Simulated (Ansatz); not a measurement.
AlAs:
```cif
data_Al4As4
_chemical_formula_sum 'Al4 As4'
_space_group_name_H-M_alt 'F-43m'
_space_group_IT_number 216
_space_group_name_Hall 'F -4 2 3'
_cell_length_a 5.67462
_cell_length_b 5.67462
_cell_length_c 5.67462
_cell_angle_alpha 90.000
_cell_angle_beta 90.000
_cell_angle_gamma 90.000
loop_
_atom_site_label
_atom_site_type_symbol
_atom_site_symmetry_multiplicity
_atom_site_Wyckoff_symbol
_atom_site_fract_x
_atom_site_fract_y
_atom_site_fract_z
_atom_site_occupancy
Al1 Al 4 a 0.00000 0.00000 0.00000 1
As1 As 4 d 0.75000 0.75000 0.75000 1
```
(The calculation used a cell of 2 atoms; values per cell refer to that cell.)

Relaxed with PBEsol.

Question: Decompose the optical modes at the zone centre into irreducible representations, and say which are infrared and Raman allowed.

Answer: Point group -43m: Γ_opt = T2. Infrared: T2. Raman: T2.

Question: Assign frequencies (DFPT, PBEsol (plane waves, PAW; program Ansatz); without the LO–TO term).

Answer: T2 353 cm⁻¹.

Symmetry was held in the PBEsol relaxation.

Potentials: the earlier of the program's two PAW sets. The files were generated under PBE; for other functionals the program regenerates the frozen cores, and for LDA and PBEsol the local potential too.
